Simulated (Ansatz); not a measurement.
# Profile along the O–Eu line in EuO (rock salt)

EuO (rock salt)

```xyz
2
Lattice="0.0000 2.4828 2.4828 2.4828 0.0000 2.4828 2.4828 2.4828 0.0000" Properties=species:S:1:pos:R:3 pbc="T T T"
O      0.0000     0.0000     0.0000
Eu     2.4828     2.4828     2.4828
```

Fields along a shortest O–Eu line of a {100} plane (2.48 Å), from O to Eu, interpolated on the slice's grid (step about 0.1 Å). Calculation: PBEsol (plane waves to 420 eV, PAW, scalar-relativistic; Ansatz, a program for electronic structure). k mesh 16×16×16. These are valence fields of a PAW run, semicore shells included where kept as valence: close to a nucleus they are smooth pseudo fields. EuO is run spin-polarised and with no Hubbard U. EuO was relaxed with its symmetry unable to fall. Relaxed EuO ends ferromagnetic. The relaxed volume of EuO is well below the measured one. Other magnetic orders were not checked, so this need not be the ground state. The f-shell state is unchecked: a lower one may exist.

```csv
distance from O (Å),valence electron density (e/Å³),"spin density, up minus down (e/Å³)",electron localisation function,ELF of the up spins,ELF of the down spins
0.00,7.58,-0.17,x,x,x
0.12,7.28,-0.16,x,x,x
0.25,6.32,-0.14,x,x,x
0.37,4.77,-0.11,x,x,x
0.50,3.06,-0.06,x,x,x
0.62,1.74,-0.03,0.82,0.82,0.82
0.74,0.99,-0.01,0.78,0.77,0.78
0.87,0.60,0.00,0.61,0.59,0.63
0.99,0.40,0.01,0.32,0.30,0.35
1.12,0.32,0.01,0.14,0.13,0.15
1.24,0.34,0.03,0.12,0.11,0.12
1.36,0.48,0.06,0.25,0.23,0.27
1.49,0.81,0.12,0.50,0.45,0.60
1.61,1.42,0.26,0.70,0.62,0.81
1.74,2.42,0.64,0.78,0.71,0.87
1.86,3.94,1.61,0.79,0.73,0.86
1.98,6.08,3.69,x,x,x
2.11,8.80,7.20,x,x,x
2.23,11.74,11.68,x,x,x
2.36,14.11,15.63,x,x,x
2.48,15.03,17.23,x,x,x
```

x: too close to a nucleus for the ELF to mean much.

Density on the O–Eu line (2.48 Å) at its density minimum, 1.2 Å from O: 0.31 e/Å³. ELF at that point: 0.1.
